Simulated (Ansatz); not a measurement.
ZnSe:
```cif
data_Se2Zn2
_chemical_formula_sum 'Zn2 Se2'
_space_group_name_H-M_alt 'P4/nmm :1'
_space_group_IT_number 129
_space_group_name_Hall 'P 4ab 2ab -1ab'
_cell_length_a 4.96719
_cell_length_b 4.96719
_cell_length_c 4.21705
_cell_angle_alpha 90.000
_cell_angle_beta 90.000
_cell_angle_gamma 90.000
loop_
_space_group_symop_operation_xyz
  'x, y, z'
  '-y+1/2, x+1/2, z'
  '-x, -y, z'
  'y+1/2, -x+1/2, z'
  'x+1/2, -y+1/2, -z'
  '-y, -x, -z'
  '-x+1/2, y+1/2, -z'
  'y, x, -z'
  '-x+1/2, -y+1/2, -z'
  'y, -x, -z'
  'x+1/2, y+1/2, -z'
  '-y, x, -z'
  '-x, y, z'
  'y+1/2, x+1/2, z'
  'x, -y, z'
  '-y+1/2, -x+1/2, z'
loop_
_atom_site_label
_atom_site_type_symbol
_atom_site_symmetry_multiplicity
_atom_site_Wyckoff_symbol
_atom_site_fract_x
_atom_site_fract_y
_atom_site_fract_z
_atom_site_occupancy
Zn1 Zn 2 c 0.50000 0.00000 0.07673 1
Se1 Se 2 a 0.00000 0.00000 0.00000 1
```

Relaxed with r²SCAN+D4.

Q: Tabulate the valence density and the electron localisation function along the shortest Zn–Se contact (2.50 Å), plane-wave PAW r²SCAN+D4 (Ansatz code).

A: 

| distance from Zn (Å) | density (e/Å³) | ELF |
|---|---|---|
| 0.25 | 23.30 | 0.00 |
| 0.38 | 10.57 | 0.00 |
| 0.50 | 4.11 | 0.03 |
| 0.63 | 1.70 | 0.09 |
| 0.75 | 0.88 | 0.15 |
| 0.88 | 0.55 | 0.19 |
| 1.00 | 0.41 | 0.22 |
| 1.13 | 0.38 | 0.34 |
| 1.25 | 0.41 | 0.55 |
| 1.38 | 0.49 | 0.70 |
| 1.50 | 0.63 | 0.76 |
| 1.63 | 0.82 | 0.79 |
| 1.75 | 1.30 | 0.77 |
| 1.88 | 2.61 | 0.70 |
| 2.00 | 5.90 | 0.56 |
| 2.13 | 13.20 | 0.36 |
| 2.25 | 25.54 | 0.19 |

The density is the valence pseudo-density with augmentation charge, so density and ELF within about 1 Å of a nucleus are not all-electron values.

A made-up cell: these elements were put on the sites of a structure type; the Crystallography Open Database copy checked does not list it. It is not the phase usual at ambient conditions (space group No. 216). The cell was relaxed with r²SCAN+D4 under the symmetry of its start; whether a distortion lowers the energy is not shown.

Potentials: the later of the program's two PAW sets.
